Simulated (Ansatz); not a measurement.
Te$_{2}$Mo (P-3m1), zone-centre modes

Method: Ansatz 0.2.0, DFT LDA, scalar-relativistic, plane waves, PAW. The runs took a 420 eV cutoff, a Γ-centred 12×12×2 mesh and Gaussian smearing (0.05 eV). No spin polarisation.

The undisturbed cell (relaxed at this level; this form isn't the usual structure):

```
CELL_PARAMETERS angstrom
3.46993 0.00000 0.00000
-1.73496 3.00505 0.00000
0.00000 0.00000 25.12851
ATOMIC_POSITIONS crystal
Te 0.33333 0.66667 0.06521
Te 0.66667 0.33333 0.79189
Te 0.66667 0.33333 0.93479
Te 0.33333 0.66667 0.20811
Mo 0.33333 0.66667 0.86323
Mo 0.66667 0.33333 0.13677
```

The cell holds layers and no dispersion correction was added, so their binding is poorly described.

Harmonic modes by finite displacements of 0.02 Å, without the LO–TO term.

(1) At this geometry, is the structure stable against these modes?

(2) List the wavenumbers in cm⁻¹.

Answers

(1) Yes: no mode is imaginary beyond 10 cm⁻¹, and only the three translations lie near zero.

(2) 0, 0, 0, 20, 20, 28, 120, 120, 121, 121, 175, 177, 241, 241, 241, 241, 297, 298.

Cost: 1 run of about 9.7 core-minutes, on AMD EPYC 7R43 (Zen 3) (shared hosts).